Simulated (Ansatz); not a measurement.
**5 guesses for Cu₅Mo and where they end**

The calculation used DFT PBE, scalar-relativistic, plane waves, PAW (Ansatz 0.2.0). All cells share a 420 eV cutoff and Γ-centred k meshes spaced about 0.3 Å⁻¹ or finer (0.25 for metals, 2π included). No spin polarisation in the final relaxations.

Each guess was relaxed in cell and atoms at zero pressure, within the symmetry of its start. Temperature and zero-point effects are left out. Coordination counts all near atoms (those within 1.25 times the shortest distance at each site).

```tsv
guess	made from	start group	V start (Å³/atom)	end group	V end (Å³/atom)	coordination at the end	gap on mesh (eV)	E over the lowest end (meV/atom)
1	Ca5Mg type	P-6m2	18.2	?	?	?	?	?
2	Hf5Pb type	P4/mmm	14.5	P4/mmm	12.6	Cu 12, Mo 12	0	18
3	a cell proposed by chemical analogy	P4/nmm	13.0	P4/nmm	12.6	Cu 12, Mo 12	0	0
4	a cell proposed by chemical analogy	P-3m1	13.0	P-3m1	12.9	Cu 12, Mo 12	0	45
5	a cell proposed by chemical analogy	P-3m1	13.0	P-3m1	12.8	Cu 12, Mo 12	0	65
```

Guess 1 as it starts:

```
CELL_PARAMETERS angstrom
2.98415 0.00000 0.00000
-1.49207 2.58435 0.00000
0.00000 0.00000 14.15431
ATOMIC_POSITIONS crystal
Cu 0.66667 0.33333 0.85337
Cu 0.00000 0.00000 0.67605
Cu 0.66667 0.33333 0.50000
Cu 0.00000 0.00000 0.32395
Cu 0.66667 0.33333 0.14663
Mo 0.00000 0.00000 0.00000
```

Q: Fill in the missing row: what does this guess relax into, and where does it rank?

A: It ends in Cu and Mo ordered on hcp sites, space group P-6m2 (No. 187), with a = 2.633 Å, c = 12.827 Å, 12.8 Å³/atom and no gap; its coordination is Cu 12, Mo 12. It lies 70 meV/atom over the lowest end, within the noise of guess 5 and so the highest of the set. Counting all near atoms, this end and the lowest (guess 3) both have Cu 12, Mo 12.

```
Cu Mo
1.0
     2.63318    0.00000    0.00000
    -1.31659    2.28040    0.00000
     0.00000    0.00000   12.82715
Cu Mo
5 1
Direct
  0.66667 0.33333 0.82226
  0.00000 0.00000 0.66068
  0.66667 0.33333 0.50000
  0.00000 0.00000 0.33932
  0.66667 0.33333 0.17774
  0.00000 0.00000 0.00000
```

The zero of energy is the elements' standard structures at the same level; no fitted shifts are applied.

Q: Is the lowest end bound against the elements?

A: No: its formation energy is +0.07 eV/atom. It can't be a ground state, since the elements alone are lower.

The k mesh leaves some 4 meV/atom of noise in the energy of each metallic cell. Cells relaxed within their symmetry can be saddle points. A lower structure may well exist outside this small set. Some candidate types were left out of the draw beforehand, so a known form may be missing.
